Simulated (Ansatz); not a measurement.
A generated cell, in the space group of a known form (sites not compared), of ZnPt: P4/mmm (No. 123), tP2; a = 3.1271 Å, b = 3.1271 Å, c = 2.8937 Å, α = 90.00°, β = 90.00°, γ = 90.00°; Pt 1c (0.500, 0.500, 0.000); Zn 1b (0.000, 0.000, 0.500). The numbers are results of r2SCAN (plane waves to 500 eV, PAW, scalar-relativistic; Ansatz, a quantum-chemistry and plane-wave program), not measurements. Element references, the lowest calculated here: Zn (P6₃/mmc), Pt (Fm-3m).

Total energies (eV/atom, σ → 0; comparable only within this code, potentials and settings):

```tsv
phase	E (eV/atom)
ZnPt (P4/mmm)	-7931.821
Zn (P6₃/mmc)	-3325.669
Pt (Fm-3m)	-12536.789
```

**Question.** What is the formation energy of this P4/mmm form of ZnPt from the elements?

**Answer.** E_f = -7931.821 − [1 × (-3325.669) + 1 × (-12536.789)] / 2 = -0.59 eV/atom (-1.2 eV per formula unit).

A lower structure of this composition may exist.

Static energies, no anion corrections, no zero-point energy. Values are rounded to 0.01 eV/atom. Not shown to be the ambient phase of their composition (a lower form may be missing, and a cell relaxed within its start's symmetry can be a saddle point): ZnPt (P4/mmm). Spin-orbit coupling is missing from these energies, which matters for elements this heavy. The compounds carry no spin polarisation.
